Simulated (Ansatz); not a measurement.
# Equation of state of TiN

A database entry relaxed whole under r2SCAN (Fm-3m):

```xyz
2
Lattice="0.0000 2.1169 2.1169 2.1169 0.0000 2.1169 2.1169 2.1169 0.0000" Properties=species:S:1:pos:R:3 pbc="T T T"
Ti    0.0000    0.0000    0.0000
N     2.1169    2.1169    2.1169
```

The cell was scaled uniformly, its shape held, and the atoms relaxed at each volume with plane-wave PAW DFT (Ansatz 0.2.0; r2SCAN, 500 eV, 14×14×14 Γ-centred mesh, fermi-dirac occupations of width 0.100 eV; no spin, no spin-orbit coupling). One row is withheld.

```json
{"volume (Å³/atom)": "8.917", "energy over the lowest (meV/atom)": "34.7", "pressure (GPa)": "20.84"}
{"volume (Å³/atom)": "9.107", "energy over the lowest (meV/atom)": "?", "pressure (GPa)": "?"}
{"volume (Å³/atom)": "9.297", "energy over the lowest (meV/atom)": "3.5", "pressure (GPa)": "6.28"}
{"volume (Å³/atom)": "9.486", "energy over the lowest (meV/atom)": "0.0", "pressure (GPa)": "0.06"}
{"volume (Å³/atom)": "9.676", "energy over the lowest (meV/atom)": "3.5", "pressure (GPa)": "-5.54"}
{"volume (Å³/atom)": "9.866", "energy over the lowest (meV/atom)": "13.3", "pressure (GPa)": "-10.59"}
{"volume (Å³/atom)": "10.056", "energy over the lowest (meV/atom)": "28.8", "pressure (GPa)": "-15.14"}
```

Question: Fit the pressures of the other rows to the third-order Birch-Murnaghan form.

Answer: With f = [(V₀/V)^(2/3) − 1]/2 and P = 3B₀f(1 + 2f)^(5/2)[1 + 3(B₀′ − 4)f/2], least squares gives V₀ = 9.49 Å³ an atom, B₀ = 295 GPa and B₀′ = 4.2; the rows miss the fit by less than 0.01 GPa. The slope of the energies differs from these pressures by 0.17 GPa, since they are taken to zero smearing while pressures follow the free energy.

Question: What does the withheld row hold?

Answer: The fit gives 13.18 GPa at 9.107 Å³; the run gave 13.18 GPa and 14.8 meV an atom.

Caveats: the shape of the cell was held; 0 K, fixed nuclei; the symmetry was kept, and this need not be the phase that is stable at 0 K; one mesh for all volumes; pressure is positive in compression.
